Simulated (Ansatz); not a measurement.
# Kick test of a cell of Zr3Ti2C5

The cell was found from a structure generator's guess, not taken from experiment.

These are results of Ansatz 0.2.0, DFT PBE, scalar-relativistic, plane waves, PAW, not measurements. Plane waves to 420 eV, a k mesh through Γ of 12×12×12 on the computed 10-atom cell and Gaussian smearing (0.10 eV); no spin polarisation.

The cell below (10 atoms, space group R-3m (No. 166)) is relaxed within its symmetry.

```
Zr Ti C
1.0
     1.61825    0.93430   13.13854
    -1.61825    0.93430   13.13854
     0.00000   -1.86860   13.13854
Zr Ti C
3 2 5
Direct
  0.70168 0.70168 0.70168
  0.29832 0.29832 0.29832
  0.50000 0.50000 0.50000
  0.89916 0.89916 0.89916
  0.10084 0.10084 0.10084
  0.40331 0.40331 0.40331
  0.00000 0.00000 0.00000
  0.59669 0.59669 0.59669
  0.20164 0.20164 0.20164
  0.79836 0.79836 0.79836
```

For the test it was strained at random (σ = 1.5 % a component), the atoms were moved at random (σ = 0.15 Å), and all was relaxed again on a coarse 8×8×8 mesh (in the run’s order of axes) with 0.20 eV smearing, with no symmetry imposed.

**Question.** Is the structure stable against such a distortion?

**Answer.** It returns, within 1 meV/atom of the unmoved cell on that mesh and with the same symmetry when read at 0.1 Å. No instability shows in this cell; modes of other wave vectors, which need another repeat, aren't tested.
